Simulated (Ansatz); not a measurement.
ScHg, DFT, PBEsol, all-electron LAPW, scalar-relativistic (Ansatz 0.2.0), run on 1 thread of Arm Neoverse V2 on a shared host.

The cell is COD entry 1522352, as deposited and not checked against the literature; nothing was relaxed. The listed cell was then made from it by scaling, straining or moving an atom.

Command: `ansatz run input.yaml --threads 1 --pin off --max-ram 3072MiB --backend cpu --events-out ev --progress --plain --runs-dir out`

```yaml
crystal:
  lattice:
    - [3.4329672075, 0.0, 0.0]
    - [0.0, 3.4329672075, 0.0]
    - [0.0, 0.0, 3.4329672075]
  atoms:
    - { symbol: Sc, position: [0.5, 0.5, 0.5] }
    - { symbol: Hg, position: [0.0, 0.0, 0.0] }
kpoints:
  mp_grid: { grid: [12, 12, 12] }
  band_path:
    path:
      - [0.0, 0.0, 0.0]
      - [0.0, 0.5, 0.0]
      - [0.5, 0.5, 0.0]
      - [0.0, 0.0, 0.0]
      - [0.5, 0.5, 0.5]
      - [0.0, 0.5, 0.0]
      - [0.5, 0.5, 0.5]
      - [0.5, 0.5, 0.0]
    npoints: 5
scf:
  occupations: { method: fermi_dirac, width: 0.08 }
hamiltonian:
  xc: pbesol
  pseudopotentials: { kind: all_electron, lapw: { basis_error: 0.0005 } }
output:
  forces: true
  stress: true
  eigenvalues: true
```

(1) How large is the problem that the program sets up?

(2) Estimate the wall time and the peak memory.

Results:

(1) 84 irreducible k-points, 341 plane waves at Γ, 27 bands.

(2) 29 s of wall time for 10 SCF iterations, with a peak of 0.44 GiB. Times on shared machines scatter by tens of per cent.
